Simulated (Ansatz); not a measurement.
Input and command of a calculation in Ansatz (plane waves; scalar-relativistic PAW potentials unless the input names others):

```yaml
crystal:
  lattice:
    - [2.8470769657, 0.0, 0.0]
    - [0.0, 2.9217712149, 0.0]
    - [0.0, 0.0, 24.2778696859]
  atoms:
    - { symbol: W, position: [0.0, 0.5, 0.312107052] }
    - { symbol: C, position: [0.5, 0.5, 0.3777296987] }
    - { symbol: W, position: [0.0, 0.0, 0.4145491223] }
    - { symbol: C, position: [0.5, 0.0, 0.4831194535] }
    - { symbol: W, position: [0.0, 0.5, 0.5181259302] }
    - { symbol: C, position: [0.5, 0.5, 0.5869517599] }
    - { symbol: W, position: [0.0, 0.0, 0.6249519863] }
    - { symbol: C, position: [0.5, 0.0, 0.6824649972] }
basis:
  ecutwfc: 420
kpoints:
  mp_grid: { grid: [6, 6, 1] }
hamiltonian:
  xc: pbe
scf:
  occupations: { method: gaussian, width: 0.1 }
output:
  forces: true
  eigenvalues: true
efield:
  axis: 3
  dipole_correction: true
  ramp_width: 0.04
```

```bash
ansatz run input.yaml --threads 2 --pin off --max-ram 5632MiB --backend cpu --events-out ev --progress --plain --runs-dir out
```

Abridged log:
```
Pseudopotentials: kind: paw
Pseudopotential: W, paw, valence charge 14, recommended cutoff 420 eV (normal)
Pseudopotential: C, paw, valence charge 4, recommended cutoff 420 eV (normal)
Functional definition: PBE
Crystal: 8 atoms, lattice volume = 201.956 Å³
Basis set: ecut = 420 eV, 3925 PW (Γ), exchange–correlation on 40×40×360 points (8 copies of the dense FFT grid, shifted against one another)
Bands: 44, of which v1, the nominal top of the filled ones, is band 36 counted from 1 (35 counted from 0)
Symmetry: 4 space group operations
Space group: Pmm2 (ITA 25), of the structure as read, at distance tolerance 5.9e-5 Å
k-points: 16 of 36
Initial density: superposition of atomic densities (neutral atoms: chi_scale 0, normalization atom), corrected by the library's trained network
Initial wavefunctions: pseudopotential atomic-orbital guess
Functional: x = pbe(κ = 0.804, μ = 0.21951497), c = pbe(β = 0.06672455)
SCF iter   1: F=—  HF=-42537.142932 eV  |F-HF|=—  |Δ(HF+E_count)|=         —  Δρ=1.47e-2  dr2=6.82e0  ethr=1.77e-3  p=-0.104 e·Å  D=-9.36e-2 V/Å  ΔV_dip=2.27 eV  dr2_dipole=2.58e0  V_vac-E_F(+/−)=7.41/5.14 eV  ⟨swp⟩=8.8  Hψ=3715  notcnv=0
efield: sawtooth ramp at fractional position 0.9773 (placed from the atoms, in the widest stretch of the axis that holds none; the zero of the levels goes with the place), width 0.0400; the density the first Hamiltonian is built on has a dipole p = -0.104 e·Å; the dipole correction subtracts the counter field D = -9.36e-2 V/Å, which shifts the + side's vacuum level by +2.27 eV against the − side's; the planar-averaged density in the ramp window peaks in size at 1.3e-4 e/Å³
SCF iter   2: F=—  HF=-42536.984939 eV  |F-HF|=—  |Δ(HF+E_count)|=   1.58e-1  Δρ=5.20e-3  dr2=8.54e-2  ethr=1.77e-3  p=-0.074 e·Å  D=-6.65e-2 V/Å  ΔV_dip=1.61 eV  dr2_dipole=9.46e-3  V_vac-E_F(+/−)=6.57/4.96 eV  ⟨swp⟩=2.3  Hψ=1015  notcnv=0  defer=37
SCF iter   3: F=—  HF=-42536.977086 eV  |F-HF|=—  |Δ(HF+E_count)|=   7.85e-3  Δρ=1.88e-3  dr2=7.36e-2  ethr=1.19e-4  p=-0.076 e·Å  D=-6.80e-2 V/Å  ΔV_dip=1.65 eV  dr2_dipole=3.05e-2  V_vac-E_F(+/−)=6.54/4.88 eV  ⟨swp⟩=2.1  Hψ=1238  notcnv=0  defer=38
SCF iter   4: F=—  HF=-42536.973936 eV  |F-HF|=—  |Δ(HF+E_count)|=   3.15e-3  Δρ=8.68e-4  dr2=5.24e-3  ethr=1.02e-4  p=-0.076 e·Å  D=-6.85e-2 V/Å  ΔV_dip=1.66 eV  dr2_dipole=8.86e-4  V_vac-E_F(+/−)=6.51/4.85 eV  ⟨swp⟩=2.4  Hψ=1021  notcnv=0  defer=38
SCF iter   5: F=—  HF=-42536.973366 eV  |F-HF|=—  |Δ(HF+E_count)|=   5.70e-4  Δρ=5.22e-4  dr2=2.67e-3  ethr=7.27e-6  p=-0.077 e·Å  D=-6.90e-2 V/Å  ΔV_dip=1.68 eV  dr2_dipole=4.17e-5  V_vac-E_F(+/−)=6.49/4.81 eV  ⟨swp⟩=3.0  Hψ=1274  notcnv=0  defer=37
SCF iter   6: F=—  HF=-42536.973122 eV  |F-HF|=—  |Δ(HF+E_count)|=   2.44e-4  Δρ=2.12e-4  dr2=5.77e-4  ethr=3.71e-6  p=-0.077 e·Å  D=-6.91e-2 V/Å  ΔV_dip=1.68 eV  dr2_dipole=1.14e-5  V_vac-E_F(+/−)=6.47/4.80 eV  ⟨swp⟩=1.9  Hψ=886  notcnv=0  defer=37
SCF iter   7: F=—  HF=-42536.973085 eV  |F-HF|=—  |Δ(HF+E_count)|=   3.65e-5  Δρ=5.76e-5  dr2=4.92e-5  ethr=8.01e-7  p=-0.077 e·Å  D=-6.93e-2 V/Å  ΔV_dip=1.68 eV  dr2_dipole=5.19e-6  V_vac-E_F(+/−)=6.47/4.78 eV  ⟨swp⟩=2.1  Hψ=956  notcnv=0  defer=37
SCF iter   8: F=—  HF=-42536.973069 eV  |F-HF|=—  |Δ(HF+E_count)|=   1.60e-5  Δρ=3.29e-5  dr2=1.35e-5  ethr=6.83e-8  p=-0.078 e·Å  D=-6.95e-2 V/Å  ΔV_dip=1.69 eV  dr2_dipole=1.83e-6  V_vac-E_F(+/−)=6.46/4.77 eV  ⟨swp⟩=2.2  Hψ=1067  notcnv=0  defer=37
SCF iter   9: F=—  HF=-42536.973069 eV  |F-HF|=—  |Δ(HF+E_count)|=   7.33e-8  Δρ=1.52e-5  dr2=1.20e-6  ethr=1.87e-8  p=-0.078 e·Å  D=-6.97e-2 V/Å  ΔV_dip=1.69 eV  dr2_dipole=4.15e-9  V_vac-E_F(+/−)=6.46/4.77 eV  ⟨swp⟩=2.2  Hψ=869  notcnv=0  defer=37
SCF iter  10: F=—  HF=-42536.973069 eV  |F-HF|=—  |Δ(HF+E_count)|=   9.35e-8  Δρ=7.90e-6  dr2=6.06e-7  ethr=1.66e-9  p=-0.078 e·Å  D=-6.98e-2 V/Å  ΔV_dip=1.69 eV  dr2_dipole=3.37e-8  V_vac-E_F(+/−)=6.46/4.77 eV  ⟨swp⟩=2.5  Hψ=1097  notcnv=0  defer=37
SCF iter  11: F=-42536.973069 eV  HF=-42536.973069 eV  |F-HF|=2.13e-9  |Δ(HF+E_count)|=   3.53e-8  Δρ=2.74e-6  dr2=4.26e-8  ethr=1.39e-10  p=-0.078 e·Å  D=-6.99e-2 V/Å  ΔV_dip=1.70 eV  dr2_dipole=5.42e-9  V_vac-E_F(+/−)=6.46/4.77 eV  ⟨swp⟩=14.6  Hψ=4001  notcnv=0
SCF 1 converged in 11 iterations: F = -42536.973069 eV  dr2 = 4.26e-8
SCF converged after 11 iterations
Free energy (F): -42536.973069 eV
Harris-Foulkes:  -42536.973069 eV  (|F-HF|=2.13e-9)
Internal energy: -42536.949525 eV  (E = F + TS)
E sigma→0 (E₀):  -42536.961297 eV
Entropy (-TS):   -0.023544 eV (-2.943 meV/atom)
Fermi energy:    5.340688 eV
Dipole field:    D = -0.069760 V/Å  (p = -0.077858 e·Å, saw-weighted, corrected)
Work function:   Φ+ = 6.4610 eV   Φ− = 4.7674 eV
Levels:          The Fermi level and band energies are counted from a zero that moves with the ramp; work functions are not
--- Forces (eV/Å), atoms counted from 1 ---
  atom   1  W      0.00000000     0.00000000    -0.12088639
  atom   2  C      0.00000000     0.00000000     0.11087747
  atom   3  W      0.00000000     0.00000000    -0.00061425
  atom   4  C      0.00000000     0.00000000     0.01985567
  atom   5  W      0.00000000     0.00000000     0.02010076
  atom   6  C      0.00000000     0.00000000    -0.01509566
  atom   7  W      0.00000000     0.00000000    -0.01077177
  atom   8  C      0.00000000     0.00000000    -0.00348167
```

Apart from outputs and empty bands, the input differs from a reference run on usual settings in kpoints.mp_grid.grid: [12, 12, 1] → [6, 6, 1]. The reference, at the same geometry (not necessarily relaxed), gave largest force 0.018 eV/Å, no gap on the mesh. This run converged in 11 SCF iterations (reference: 10) with an energy at zero smearing 2.07 meV/atom above the reference's, largest force 0.121 eV/Å, no gap on the mesh. Its k mesh is too loose for a converged result.

Spin-orbit coupling is left out, which matters for the bands of heavy elements.

It took 8.6 s on 2 threads of Arm Neoverse V1 (shared host), peak memory 0.42 GiB.
